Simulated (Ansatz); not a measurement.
InMo2C in space group P6_3/mmc (No. 194; In on 2d, Mo on 4f, C on 2a) under volume change, plane-wave PAW r²SCAN (Ansatz code), shape and atoms relaxed at each volume.

| V (Å³/atom) | E − E(relaxed) (meV/atom) | P (GPa) |
|---|---|---|
| 13.316 | 80.1 | 21.33 |
| 13.755 | 33.4 | 12.94 |
| 14.194 | 7.9 | 5.93 |
| 14.633 | 0.0 | 0.01 |
| 15.072 | 7.1 | -5.02 |
| 15.511 | 26.7 | -9.15 |
| 15.950 | 56.5 | -12.50 |

Problem. What does a third-order Birch–Murnaghan fit give for V₀, B₀ and B′?

Solution. V₀ = 14.63 Å³/atom, B₀ = 180 GPa, B′ = 4.9.

The start of the workflow was typed in or built on a structure type; neither database checked (COD, Materials Project) lists it. Its standing as an ambient phase is unchecked. Symmetry was held in the r²SCAN relaxation; whether a distortion lowers the energy is not shown. No spin polarisation was allowed.

Potentials: the earlier of the program's two PAW sets.
